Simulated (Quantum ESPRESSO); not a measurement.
# Planted mistakes on one cell of Al7GaAs8

The results below are calculated, not measured. They come from pw.x of Quantum ESPRESSO 7.5, a plane-wave density functional program, with PseudoDojo standard norm-conserving files (v0.5 for PBE, v0.4.1 for LDA and PBEsol). The cells are made up: elements, strain and atom displacements were drawn at random, and nothing was relaxed. There is no spin polarisation, spin-orbit coupling or dispersion term.

The cell has 16 sites of a zincblende or diamond lattice (two cubes along c). Sites 1 to 8 hold Al Al Al Al Ga Al Al Al; sites 9 to 16 hold As As As As As As As As. Cell vectors in Å: (5.620, -0.014, 0.071); (-0.014, 5.681, 0.050); (0.143, 0.100, 11.219). Settings: PBE, cutoff 1143 eV, 4 x 4 x 2 k mesh shifted by half a step, Fermi-Dirac smearing of 0.025 eV.

The intended run has a self-consistency threshold of 1e-07 eV, a smearing term of 0.000 eV, a pressure of 5.04 GPa and 12 iterations. Each further run changes one thing: all lengths scaled by 0.9867; atoms of sites 2 and 14 exchanged; cutoff 681 eV; files of PBEsol; k mesh 1 x 1 x 1; one electron added; smearing 0.58 eV; threshold 0.1 eV. A coarse mesh keeps the shift, and a charged cell sits in a uniform background.

| run | change of free energy (eV) | smearing term -TS (eV) | change of P (GPa) | largest change of a force component (eV/Å) | iterations |
| --- | --- | --- | --- | --- | --- |
| A | 8.524 | -0.010 | 4.97 | 0.172 | 13 |
| B | 5.043 | 0.000 | 2.20 | 0.363 | 12 |
| C | -1.001 | -3.600 | 0.67 | 0.192 | 12 |
| D | 5.300 | -0.007 | 2.68 | 0.699 | 14 |
| E | 116.307 | 0.000 | -307.08 | 0.080 | 13 |
| F | 0.016 | 0.000 | 0.52 | 1.023 | 5 |
| G | 32.576 | 0.000 | -2.25 | 0.090 | 12 |
| H | 0.602 | 0.000 | 3.70 | 0.237 | 12 |

A rerun of the intended cell at 1437 eV and k mesh 6 x 6 x 4 moved values by no more than 0.018 eV in the cell's energy, 0.02 GPa in stress and 0.003 eV/Å in force.

Question: which change belongs to which run?

## Worked reading

Run F has the fewest iterations, as a run stopped early does. Run C has the largest smearing term, as wide smearing gives. Run E has a higher energy and the largest fall in pressure, as too small a basis gives. Run H changes the volume by a factor of 0.9606; minus its pressure change over the logarithm of that factor, 92 GPa, is a rough bulk modulus with clamped atoms. Energies from files of another functional, or of a charged cell, have another zero and say nothing on stability; the pressure of a charged cell rests on the program's zero of potential too.

## Key

| run | change |
| --- | --- |
| A | one electron added |
| B | k mesh 1 x 1 x 1 |
| C | smearing 0.58 eV |
| D | atoms of sites 2 and 14 exchanged |
| E | cutoff 681 eV |
| F | threshold 0.1 eV |
| G | files of PBEsol |
| H | all lengths scaled by 0.9867 |